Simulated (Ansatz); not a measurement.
## How much do the gradients of Y₃Rh depend on the method?

Cell: a Materials Project structure (computed, not necessarily an observed phase), ions relaxed with PBE at fixed cell.

```yaml
crystal:
  lattice:
    - [7.15516, 0.00000, 0.00000]
    - [0.00000, 9.59393, 0.00000]
    - [0.00000, 0.00000, 6.36000]
  atoms:
    - { symbol: Y, position: [0.03707, 0.25000, 0.63882] }
    - { symbol: Y, position: [0.96293, 0.75000, 0.36118] }
    - { symbol: Y, position: [0.46293, 0.75000, 0.13882] }
    - { symbol: Y, position: [0.53707, 0.25000, 0.86118] }
    - { symbol: Y, position: [0.17653, 0.06466, 0.17362] }
    - { symbol: Y, position: [0.82347, 0.93534, 0.82638] }
    - { symbol: Y, position: [0.32347, 0.93534, 0.67362] }
    - { symbol: Y, position: [0.82347, 0.56466, 0.82638] }
    - { symbol: Y, position: [0.67653, 0.06466, 0.32638] }
    - { symbol: Y, position: [0.17653, 0.43534, 0.17362] }
    - { symbol: Y, position: [0.67653, 0.43534, 0.32638] }
    - { symbol: Y, position: [0.32347, 0.56466, 0.67362] }
    - { symbol: Rh, position: [0.38342, 0.25000, 0.44579] }
    - { symbol: Rh, position: [0.61658, 0.75000, 0.55421] }
    - { symbol: Rh, position: [0.11658, 0.75000, 0.94579] }
    - { symbol: Rh, position: [0.88342, 0.25000, 0.05421] }
```

Atoms are numbered from 1 in the order listed; like atoms form one site, named after its first atom.

First run. Method: Kohn–Sham DFT in Ansatz, PBE, plane waves and PAW, scalar-relativistic, 420 eV cutoff, Γ-centred 5×4×5 k-points, Fermi–Dirac smearing 0.05 eV.

```json
{"site": "Y1", "atom": "1", "V_zz (10²¹ V/m²)": "-5.69", "η": "0.46"}
{"site": "Y5", "atom": "5", "V_zz (10²¹ V/m²)": "4.54", "η": "0.76"}
{"site": "Rh", "atom": "13", "V_zz (10²¹ V/m²)": "7.26", "η": "0.76"}
```

Second run. The same atoms and settings, except that the functional is r2SCAN and the cutoff is 500 eV.

Question: Given the first result, estimate the second.

Answer: 

| site | atom | V_zz | η | change of V_zz |
| --- | --- | --- | --- | --- |
| Y1 | 1 | -5.14 | 0.60 | +0.55 |
| Y5 | 5 | 4.36 | 0.80 | -0.18 |
| Rh | 13 | 8.47 | 0.77 | +1.21 |

The largest change of V_zz is on Rh, from 7.26 to 8.47. In per cent, |V_zz| changes by -10 to -4 on Y, +17 on Rh (all sites that start above 2).

The run finds no gap above 0.1 eV (a metal, or nearly one), so the gradients can move by 10 % or more with the k-mesh. Without spin–orbit coupling (the program notes it for Rh and Y) the gradients can shift somewhat, as the gap is small. With these PAW files V_zz is typically within 2 to 3 % of all-electron values, but misses above 10 % occur on Rh.
